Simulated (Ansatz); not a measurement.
input.yaml (Ansatz)

```yaml
crystal:
  lattice:
    - [-3.4896075804, 3.9600153504, 1.5377938454]
    - [3.9600153504, -3.4896075804, 1.5377938454]
    - [2.2037546234, 2.2037546234, -0.676241153]
  atoms:
    - { symbol: Hf, position: [0.0204362, 0.9795638, 1.0] }
    - { symbol: Hf, position: [0.7295638, 0.2704362, 0.5] }
hamiltonian:
  xc: r2scan
  pseudopotentials:
    kind: paw
    azcp:
      Hf: "pseudopotentials/Hf.paw.azcp"
basis:
  ecutwfc: 500
  fft_grid_basis: typed
kpoints:
  mp_grid: { grid: [12, 12, 12], shift: [0, 0, 0] }
magnetization:
  spin_polarized: false
scf:
  occupations: { method: fermi_dirac, width: 0.1 }
  lower_state_search: "off"
output:
  stress: true
```

Terminal output

```
Engine: ansatz 0.2.0, x86_64-unknown-linux-gnu
Pseudopotentials: kind: paw
Pseudopotential: Hf, paw, valence charge 26, recommended cutoff 500 eV (meta_gga) 
Functional definition: r2SCAN
  parameter k0 = 0.174
  parameter k1 = 0.065
  parameter a1 = 4.9479
  exchange = r2scan_x(k0 = k0, k1 = k1, a1 = a1)
  correlation = r2scan_c
Crystal: 2 atoms, lattice volume = 52.862 Å³
Basis set: ecut = 500 eV, 1329 PW (Γ), exchange–correlation on 180×180×96 points (64 copies of the dense FFT grid, shifted against one another)
Bands: 32, of which v1, the nominal top of the filled ones, is band 26 counted from 1 (25 counted from 0)
Symmetry: 4 space group operations
Space group: C2/c (ITA 15), of the structure as read, at distance tolerance 3.8e-5 Å
k-points: 476 of 1728
Non-local potential: Hf, projectors of the file, l = 0: 3, l = 1: 2, l = 2: 2, l = 3: 3
PAW form: soft (Blöchl's): semilocal exchange-correlation on the pseudo side does not see the compensation charge
PAW frozen core: Hf, regenerated for the run's functional (the file was generated under x = pbe(κ = 0.804, μ = 0.2195149727645171), c = pbe(β = 0.06672455060314922))
PAW one-centre angular grid: Hf, 974 points (default); XC on 160 Gauss nodes
Initial density: superposition of atomic densities (neutral atoms: chi_scale 0, normalization atom), corrected by the library's trained network
Initial wavefunctions: pseudopotential atomic-orbital guess
Functional: x = r2scan, c = r2scan; τ floored in thin density (d = 2e-4 eV/Å³)
SCF iter   1: F=-31465.460766 eV  HF=-31465.512093 eV  |F-HF|=5.13e-2  |Δ(HF+E_count)|=         —  Δρ=8.12e-3  dr2=2.71e-2  dr2_τ=3.73e-2  ethr=1.77e-3  ⟨swp⟩=3.6  Hψ=50437  notcnv=0
SCF iter   2: F=-31465.509096 eV  HF=-31465.512002 eV  |F-HF|=2.91e-3  |Δ(HF+E_count)|=   9.12e-5  Δρ=3.96e-3  dr2=8.02e-3  dr2_τ=1.83e-3  ethr=5.20e-5  ⟨swp⟩=2.1  Hψ=36666  notcnv=0
SCF iter   3: F=-31465.513096 eV  HF=-31465.512348 eV  |F-HF|=7.48e-4  |Δ(HF+E_count)|=   3.46e-4  Δρ=3.08e-3  dr2=5.18e-3  dr2_τ=2.55e-4  ethr=1.54e-5  ⟨swp⟩=2.0  Hψ=23800  notcnv=0
SCF iter   4: F=-31465.514755 eV  HF=-31465.514729 eV  |F-HF|=2.58e-5  |Δ(HF+E_count)|=   2.38e-3  Δρ=4.64e-4  dr2=1.28e-4  dr2_τ=2.26e-5  ethr=9.97e-6  ⟨swp⟩=2.1  Hψ=26884  notcnv=0
SCF iter   5: F=-31465.514785 eV  HF=-31465.514791 eV  |F-HF|=6.10e-6  |Δ(HF+E_count)|=   6.21e-5  Δρ=1.44e-4  dr2=1.30e-5  dr2_τ=7.36e-7  ethr=2.47e-7  ⟨swp⟩=2.0  Hψ=26326  notcnv=0
SCF iter   6: F=-31465.514796 eV  HF=-31465.514795 eV  |F-HF|=2.63e-7  |Δ(HF+E_count)|=   4.66e-6  Δρ=3.51e-5  dr2=5.80e-7  dr2_τ=4.86e-8  ethr=2.51e-8  ⟨swp⟩=2.0  Hψ=28088  notcnv=0
SCF iter   7: F=-31465.514796 eV  HF=-31465.514796 eV  |F-HF|=2.42e-9  |Δ(HF+E_count)|=   3.78e-7  Δρ=1.05e-5  dr2=6.82e-8  dr2_τ=2.82e-9  ethr=1.92e-10  ⟨swp⟩=4.3  Hψ=55347  notcnv=0
SCF 1 converged in 7 iterations: F = -31465.514796 eV  dr2 = 6.82e-8
SCF converged after 7 iterations
Free energy (F): -31465.514796 eV
Harris-Foulkes:  -31465.514796 eV  (|F-HF|=2.42e-9)
Internal energy: -31465.475109 eV  (E = F + TS)
E sigma→0 (E₀):  -31465.494952 eV
Entropy (-TS):   -0.039687 eV (-19.843 meV/atom)
Fermi energy:    16.299984 eV
--- Per-component energies (eV) ---
  E_band       = -150.827533
  E_kinetic    = 841.649127
  E_local      = -11431.438863  (includes V_loc(G=0)·N_el)
  E_nonlocal   = -2498.492022
  E_hartree    = 5322.840221
  E_xc         = -563.591990
  E_vxc        = -582.213694  (∫ρ·V_xc dr)
  E_paw        = -13902.516597  (= ΣΔE_a)
  E_vpaw       = 2845.164516  (= ΣTr[D̂ρ^β])
  E_aug_tail   = -0.000002  (compensation charges beyond the density's cutoff)
  E_vtau       = 28.833371  (kinetic-family band-sum trace: ∫τ·v_τ [+ j·A + Jᵃ·Aᵃ] dr)
  E_ewald      = -9234.568025
  E_core_change = 0.643044  (= ΣΔE_core)
  E_smearing   = -0.039687  (= −TS)
  E_closure    = -0.000000  (closes the sum)
  Σ components = -31465.514796   (vs F -31465.514796, Δ=0.00e0)
--- Stress (GPa, compression-positive) ---
       -9.797612       0.454550       0.063580
        0.454550      -9.797612       0.063580
        0.063581       0.063581      -8.992928
  P = ⅓ Tr σ = -9.5294 GPa (-95.294 kbar)
```

Command:

```sh
ansatz run input.yaml --threads 1 --pin off --max-ram 3584MiB --backend cpu --events-out ev --progress --plain --runs-dir out
```

On 1 thread of Intel(R) Xeon(R) Platinum 8259CL CPU @ 2.50GHz (Skylake/Cascade Lake) (shared host) this took about 99 s of wall time and 99 s of CPU time.
